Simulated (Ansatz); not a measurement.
A geometry of LiNbO$_{3}$ away from equilibrium: the start of the relaxation of a generated cell, LiNbO3 placed in the 2H-BaNiO3 structure type. Method: PBEsol (plane waves to 420 eV, PAW, scalar-relativistic; Ansatz, a quantum-chemistry and plane-wave program). Γ-centred k-mesh 5×5×5 on the run's cell (coarser than for final values), Fermi–Dirac smearing 0.05 eV.

```xyz
10
Lattice="5.8515 0.0000 0.0000 -2.9257 5.0675 0.0000 0.0000 0.0000 4.9992" Properties=species:S:1:pos:R:3:forces:R:3 pbc="T T T" free_energy=-12765.791 pressure_GPa=13.8
Li     0.0000     3.3784     3.7494    0.0000    0.0000    0.0000
Li     2.9257     1.6892     1.2498    0.0000    0.0000    0.0000
Nb     0.0000     0.0000     0.0000    0.0000    0.0000    0.0000
Nb     0.0000     0.0000     2.4996    0.0000    0.0000    0.0000
O      0.0000     1.4817     1.2498    0.0000    1.6716    0.0000
O      1.6425     4.3267     1.2498   -1.4476   -0.8358    0.0000
O     -1.6425     4.3267     1.2498    1.4476   -0.8358    0.0000
O      2.9257     3.5858     3.7494    0.0000   -1.6716    0.0000
O      1.2832     0.7409     3.7494    1.4476    0.8358    0.0000
O      4.5683     0.7409     3.7494   -1.4476    0.8358    0.0000
```

Positions in Å, forces in eV/Å, free energy of the cell in eV (comparable only within this code, potentials and settings). Largest force: 1.67 eV/Å, on O5, O6, O7, O8, O9, O10 (atoms numbered as listed); the geometry lies 0.13 eV/atom above the end of its relaxation.

No spin polarisation in the result.

The run could not lose the symmetry of its start: the end is stationary, and may be a saddle point rather than a minimum.

The end of the path is a generated cell of LiNbO3: the first start was made by placing the elements on the sites of a structure type, and the end was not matched to a known phase here, so it may be hypothetical. Known forms of LiNbO3 include space group No. 161.
